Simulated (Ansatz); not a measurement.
Cd₂TeS in space group P3m1 (No. 156; Cd on 1c, Cd on 1a, Te on 1a, S on 1c) at seven volumes, PBEsol in the plane-wave PAW code Ansatz, shape and atoms relaxed at each. One row is withheld.

| V (Å³/atom) | P (GPa) |
|---|---|
| 26.580 | ? |
| 27.456 | 3.43 |
| 28.332 | 1.57 |
| 29.209 | 0.00 |
| 30.085 | -1.33 |
| 30.961 | -2.45 |
| 31.837 | -3.40 |

Question: Fit the shown pressures and predict the withheld one.

Answer: P = (3/2)B₀(x^(7/2) − x^(5/2))[1 + (3/4)(B′ − 4)(x − 1)] with x = (V₀/V)^(2/3). Least squares on the six rows gives V₀ = 29.208 Å³/atom, B₀ = 48.1 GPa, B′ = 4.60. At V = 26.580, x = 1.0649 and P = 5.64 GPa. The run itself gave 5.63 GPa.

The workflow started from a Materials Project entry (that database holds measured and hypothetical structures alike); the Crystallography Open Database copy checked does not list it. Its standing as an ambient phase is unchecked. The cell was relaxed with PBEsol under the symmetry of its start; of distortions, only those at the zone centre were tested. Spin–orbit coupling is left out wherever it is not named.

Potentials: the later of the program's two PAW sets.
